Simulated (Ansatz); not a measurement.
Question: Name crystals whose computed values (the program Ansatz at the PBEsol level (PAW)) fall in these windows: electron conductivity mass (mₑ) 0.46 to 0.61; G_Hill (GPa) 25 to 30; gap (eV) 1.7 to 2.4.

Answer: 

```
crystal       electron conductivity mass (mₑ)  G_Hill (GPa)  gap (eV)
------------  -------------------------------  ------------  --------
MnF2, rutile                             0.53          27.4      2.04
```
Others may fit too.

Spin orders computed, not proven ground states: MnF2, rutile antiferromagnetic. The cell was relaxed under the symmetry of its start. No Hubbard U is applied.

Potentials: the later of the program's two PAW sets.
